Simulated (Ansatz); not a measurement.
KBr:
```yaml
crystal:
  lattice:
    - [0.00000, 3.18579, 3.18579]
    - [3.18579, 0.00000, 3.18579]
    - [3.18579, 3.18579, 0.00000]
  atoms:
    - { symbol: K, position: [0.00000, 0.00000, 0.00000] }
    - { symbol: Br, position: [0.50000, 0.50000, 0.50000] }
```

Tensor components refer to the Cartesian frame of this cell.

Question: Give the high-frequency dielectric tensor and the Born effective charge tensors of the independent atoms from DFPT, plane-wave PAW LDA (Ansatz code).

Answer: 
ε∞:
```
2.76  0.00  0.00
0.00  2.76  0.00
0.00  0.00  2.76
```
Z* of atom 1 (K), rows: field, columns: displacement, in e:
```
1.10  0.00  0.00
0.00  1.10  0.00
0.00  0.00  1.10
```
Z* of atom 2 (Br), rows: field, columns: displacement, in e:
```
-1.10   0.00   0.00
 0.00  -1.10   0.00
 0.00   0.00  -1.10
```

Space group Fm-3m (rock salt). Symmetry was held in the LDA relaxation. Scalar-relativistic: spin–orbit coupling is off unless named, which matters more the heavier the elements.

Potentials: the later of the program's two PAW sets.
